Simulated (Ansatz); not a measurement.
# Te, bcc: geometry optimisation

The calculation used DFT, LDA (PW92), plane waves (420 eV) with PAW, scalar-relativistic (Ansatz). The PAW files were generated under PBE, with cores re-solved for the functional.

k-point mesh 11×11×11, Fermi-Dirac smearing 0.1 eV, no spin polarisation. Cell and atoms relax.

Starting structure:

```xyz
1
Lattice="-1.9318 1.9318 1.9318 1.9318 -1.9318 1.9318 1.9318 1.9318 -1.9318" Properties=species:S:1:pos:R:3 pbc="T T T"
Te    0.0000    0.0000    0.0000
```

What cell does the relaxation end in?

Im-3m with a = 3.762 Å; 26.62 Å³ per atom against 28.84 at the start (-7.7 %).

How much energy does the relaxation gain?

33.6 meV per atom.

Path of the relaxation (the plane waves are chosen anew near the end, which can shift the energy a little):

| step | E − E(final) (meV/atom) | V (Å³/atom) | P (GPa) | max force (eV/Å) |
| --- | --- | --- | --- | --- |
| 0 | 33.63 | 28.837 | -4.48 | 0.000 |
| 1 | 1.58 | 26.080 | 1.43 | 0.000 |
| 2 | -0.52 | 26.698 | -0.21 | 0.000 |
| 3 | -0.60 | 26.617 | -0.01 | 0.000 |
| 4 | 0.00 | 26.617 | -0.02 | 0.000 |
